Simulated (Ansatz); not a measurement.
**Notes on CdCuO3**

```yaml
crystal:
  lattice:
    - [3.73460, 0.00000, 0.00000]
    - [0.01004, 3.73460, 0.00000]
    - [0.01004, 0.01001, 3.73458]
  atoms:
    - { symbol: Cd, position: [0.00000, 0.00000, 0.00000] }
    - { symbol: Cu, position: [0.48640, 0.48640, 0.48640] }
    - { symbol: O, position: [0.50930, 0.50930, 0.01810] }
    - { symbol: O, position: [0.01810, 0.50930, 0.50930] }
    - { symbol: O, position: [0.50930, 0.01810, 0.50930] }
```

The numbers come from plane-wave PAW DFT (Ansatz): PBEsol, spin-orbit coupling, 420 eV, 5×5×5 Γ-centred k points, fermi-dirac occupations (width 0.1 eV). Nothing was relaxed.

The state carries no moments; the state need not be the lowest.

Task: Is there a gap?

Result: It is a metal, with about 2.3 states/eV a cell as the mean within 0.25 eV of the Fermi level, mostly O p (89 %).

Task: What is the formation energy?

Result: -0.27 eV an atom against the elements' usual phases (free molecules for gases, crystals otherwise, with no correction for O₂ or N₂), so it is bound against them; other compounds may still compete. Relaxing would lower it.

Task: Give the Bader charges.

Result: Bader charges in e: Cd +1.32, Cu +1.42, O -0.91. In the mean Cu gives up most and O takes most.

Task: Where is the largest force?

Result: The largest is on Cu2: 3.46 eV/Å, components (2.00, 2.00, 1.99). It makes 121° with the line to a nearest neighbour, O3 at 1.75 Å.

Origin: a known structure type with other elements, at an estimated volume, so it need not be a known compound. Caveats: the k mesh is coarse if the cell is a metal; atoms or cell far from equilibrium; the SCF threshold is loose for a stress.
